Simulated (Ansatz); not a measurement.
The start is a generated cell, Ta placed in the AFLOW prototype A_tP12_96_ab (as in Si). Cell shape, volume and atoms are optimised at zero target pressure with PBE (plane waves to 420 eV, PAW, scalar-relativistic; Ansatz, a first-principles code). First-step values are on the input's coarse k-mesh.

Ansatz input (later rounds restart from its end on a renewed k-mesh):
Ansatz 0.2 input:
```yaml
crystal:
  lattice:
    - [5.5687143, 0, 0]
    - [0, 5.5687143, 0]
    - [0, 0, 7.0165786]
  atoms:
    - { symbol: Ta, position: [0.0849, 0.0849, 0] }
    - { symbol: Ta, position: [0.5849, 0.4151, 0.25] }
    - { symbol: Ta, position: [0.4151, 0.5849, 0.75] }
    - { symbol: Ta, position: [0.9151, 0.9151, 0.5] }
    - { symbol: Ta, position: [0.1752, 0.3792, 0.2742] }
    - { symbol: Ta, position: [0.6752, 0.1208, 0.9758] }
    - { symbol: Ta, position: [0.3248, 0.8792, 0.4758] }
    - { symbol: Ta, position: [0.8248, 0.6208, 0.7742] }
    - { symbol: Ta, position: [0.6208, 0.8248, 0.2258] }
    - { symbol: Ta, position: [0.1208, 0.6752, 0.0242] }
    - { symbol: Ta, position: [0.8792, 0.3248, 0.5242] }
    - { symbol: Ta, position: [0.3792, 0.1752, 0.7258] }
basis: { ecutwfc: 420, ecutrho_ratio: 4, xc_grid: 2, fft_grid_basis: typed }
kpoints: { mp_grid: { grid: [5, 5, 4] } }
hamiltonian:
  xc: pbe
  dispersion: none
  pseudopotentials: { azcp: { folder: ./paw }, kind: paw }
scf: { occupations: { method: fermi_dirac, width: 0.05 } }
relax: { f_tol: 0.01, max_steps: 100, cell: { stress_tol: 0.02 } }
output: { forces: true, stress: true }
```

Question: Does the structure survive the relaxation? Give the final space group.

Answer: The space group goes from P4₃2₁2 (No. 96) to Fd-3m (No. 227), with 6 atoms in the primitive cell.

Question: How much energy is released per atom?

Answer: About 2.3 eV/atom.

Question: How does the volume per atom move from start to end?

Answer: +4.0 %, from 18.13 to 18.87 Å³/atom.

Question: How do the shortest distances between atoms change?

Answer: The closest pairs of elements (up to four, under 3.6 Å), start → end: Ta–Ta 2.30 → 2.71 Å.

Question: What band gap does the relaxed structure have at this level?

Answer: Zero (metallic).

Question: Give the final cell and atomic positions.

Answer: 
Space group Fd-3m, origin choice 1 (No. 227); a = b = c = 7.679 Å, α = β = γ = 90.00°

```json
[
 {"atom": "Ta", "site": "8a", "symmetry": "-43m", "x": "0.0000", "y": "0.0000", "z": "0.0000"},
 {"atom": "Ta", "site": "16d", "symmetry": ".-3m", "x": "0.6250", "y": "0.6250", "z": "0.6250"}
]
```
(The calculation used a cell of 6 atoms; values per cell refer to that cell.)

Final values are on a 9×9×9 k-mesh of the relaxed cell. The start holds a very short contact (Ta–Ta 2.30 Å). No spin polarisation in the result.

The run could not lose the symmetry of its start: the end is stationary, and may be a saddle point rather than a minimum.

The relaxed structure here is a generated cell of Ta: the first start was made by placing the elements on the sites of a structure type, and the end was not matched to a known phase here, so it may be hypothetical. Known forms of Ta include space group No. 229.
